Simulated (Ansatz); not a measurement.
## Hg2Ru2O7, one structure, two calculations

Cell: a refined structure from the COD whose atoms were relaxed with PBE, the cell held.

Space group Fd-3m:1 (No. 227); a = 10.2011 Å.

```csv
site,Wyckoff,site symmetry,x,y,z
Hg,16d,.-3m,0.1250,0.1250,0.6250
Ru,16c,.-3m,0.6250,0.6250,0.1250
O9,48f,2.mm,0.9416,0.7500,0.2500
O21,8b,-43m,0.0000,0.0000,0.5000
```

One atom of each set is listed; the run and its k-mesh use a cell of 22 atoms with edges of 7.21, 7.21, 7.21 Å.

First run. All values are calculated (Ansatz; DFT, PBE, plane waves and PAW, scalar-relativistic, collinear spin, 420 eV cutoff, Γ-centred 6×6×6 k-points, Fermi–Dirac smearing 0.05 eV), not measured. Start moments as typed (μB): 2 on each Ru, none on the rest.

| site | V_zz (10²¹ V/m²) | η |
| --- | --- | --- |
| Hg | -18.66 | 0.00 |
| Ru | -7.94 | 0.00 |
| O9 | 4.45 | 0.27 |

Second run. The same atoms and settings, except that the functional is LDA.

Question: What does the second run give?

Answer: 

```tsv
site	V_zz	η	change of V_zz
Hg	-16.46	0.00	+2.20
Ru	-7.78	0.00	+0.16
O9	4.25	0.28	-0.20
```

The largest change of V_zz is on Hg, from -18.66 to -16.46. In per cent, |V_zz| changes by -12 on Hg, -2 on Ru, -5 on O (all sites that start above 2). Sites without a gradient aren't listed.

The run finds no gap above 0.1 eV (a metal, or nearly one), so the gradients can move by 10 % or more with the k-mesh. Spin–orbit coupling is left out, which shifts gradients on Hg by a few per cent in wide-gap crystals, and can shift them far more where the calculated gap is small or absent, as here. Semilocal functionals can leave a metal where correlation in the d or f shell opens a gap in the real compound, and that would change the values at and beside Ru. The start moments die out, and the run ends without spin.
For the first run: At this cell the PBE pressure is 5 GPa, so with PBE the cell would grow if it were relaxed. With these PAW files V_zz is typically within 2 to 3 % of all-electron values, but misses above 10 % occur on Ru.
For the second run: At this cell the LDA pressure is -8 GPa, so with LDA the cell would shrink if it were relaxed.
